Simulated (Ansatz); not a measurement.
Geometry optimisation in Ansatz: input, command and trajectory.

```yaml
crystal:
  lattice:
    - [3.254156046, 0.0, 0.0]
    - [0.0, 3.254156046, 0.0]
    - [0.0, 0.0, 4.4557894069]
  atoms:
    - { symbol: Sc, position: [0.0, 0.0, 0.0], spin: 0.41 }
    - { symbol: In, position: [0.5, 0.5, 0.5] }
basis:
  ecutwfc: 500
kpoints:
  mp_grid: { grid: [14, 14, 10] }
hamiltonian:
  xc: r2scan
scf:
  occupations: { method: gaussian, width: 0.1 }
output:
  forces: true
  stress: true
  eigenvalues: true
  populations: true
magnetization:
  spin_polarized: true
relax:
  adjacent_minimum: "off"
  f_tol: 0.01
  max_steps: 30
  cell: { stress_tol: 0.1, fix: [volume] }
```

```bash
ansatz run input.yaml --threads 1 --pin off --max-ram 2560MiB --backend cpu --events-out ev --progress --plain --runs-dir out
```

Method: DFT r2SCAN, scalar-relativistic, plane waves, PAW in Ansatz 0.2.0.

The volume is held at 1.06 times that of the relaxed cell.

Of 3 frames 3 are shown, positions in Å and forces in eV/Å; the SCF threshold varies from step to step. Steps run on the plane waves of an earlier cell, with a Pulay correction in the pressure. The basis is chosen afresh for the last frame, the zero of the energies, and at times for earlier ones too; energy and pressure step there, also at an unchanged geometry.

```xyz
2
Lattice="3.2542 0.0000 0.0000 0.0000 3.2542 0.0000 0.0000 0.0000 4.4558" Properties=species:S:1:pos:R:3:forces:R:3 pbc="T T T" step=1 free_energy_over_end_meV_per_atom=0.03 pressure_GPa=-3.70
Sc    0.0000    0.0000    0.0000    0.0000    0.0000    0.0000
In    1.6271    1.6271    2.2279    0.0000    0.0000    0.0000
2
Lattice="3.2576 0.0000 0.0000 0.0000 3.2576 0.0000 0.0000 0.0000 4.4464" Properties=species:S:1:pos:R:3:forces:R:3 pbc="T T T" step=2 free_energy_over_end_meV_per_atom=0.00 pressure_GPa=-3.69
Sc    0.0000    0.0000    0.0000    0.0000    0.0000    0.0000
In    1.6288    1.6288    2.2232    0.0000    0.0000    0.0000
2
Lattice="3.2576 0.0000 0.0000 0.0000 3.2576 0.0000 0.0000 0.0000 4.4464" Properties=species:S:1:pos:R:3:forces:R:3 pbc="T T T" step=3 free_energy_over_end_meV_per_atom=0.00 pressure_GPa=-3.69
Sc    0.0000    0.0000    0.0000    0.0000    0.0000    0.0000
In    1.6288    1.6288    2.2232    0.0000    0.0000    0.0000
```

The state reached may not be the lowest one.